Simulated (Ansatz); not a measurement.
CeO2 (fluorite)

```
CeO2
1.0
    0.00000     2.73224     2.73224
    2.73224     0.00000     2.73224
    2.73224     2.73224     0.00000
Ce O
1 2
Cartesian
  0.00000   0.00000   0.00000
  1.36612   1.36612   1.36612
  4.09836   4.09836   4.09836
```

Scan: atom 1 (Ce, nearest neighbour O at 2.366 Å; its periodic images, 3.9 Å or more away, move with it) is displaced along Cartesian [111], direction (0.577, 0.577, 0.577) in Cartesian axes, by s. The other atoms stay.

Method: PBE (plane waves to 420 eV, PAW, scalar-relativistic; Ansatz, a program for electronic structure). k mesh 8×8×8 (Γ-centred), Fermi-Dirac smearing 0.05 eV. E stands for the smeared free energy. Stress and pressure are positive under compression. Left out: 4 of 11 points, with atoms too close for the PAW data. F∥ is the force on the atom along that direction. CeO2 is run without spin polarisation. CeO2 was relaxed with its symmetry unable to fall. The PAW data are Ansatz's earlier set. The f-shell state is unchecked: a lower one may exist. ΔE is measured from the undisplaced structure.

```csv
s (Å),ΔE (meV/cell),P (GPa),F∥ (eV/Å)
-0.282,261.6,5.58,1.976
-0.188,112.3,2.45,1.226
-0.094,27.5,0.61,0.590
0.000,0.0,0.01,0.000
0.094,27.5,0.61,-0.590
0.188,112.3,2.45,-1.226
0.282,261.6,5.58,-1.976
```

Key numbers:

```
Property                                                                                                                                                 Result
--------------------------------------------------------  -----------------------------------------------------------------------------------------------------
Energy at s = 0.282 Å                                                                                                                            261.6 meV/cell
Force along the line at s = -0.282 Å                                                                                                                  1.98 eV/Å
Symmetry of the curve                                                                                                             even: the same for both signs
Shape of the curve                                                                               a single well with its minimum at or next to zero displacement
Force constant k = d²E/ds² at s = 0 (finite differences)                                                                                             6.19 eV/Å²
Harmonic estimate at the end of the scan                  ½ks² = 246.2 meV/cell against the computed 261.6 meV/cell, so the well is stiffer than harmonic there
```

(For displaced atoms, the force is minus the slope of the energy, and its curvature is a force constant, which sets phonon frequencies.)
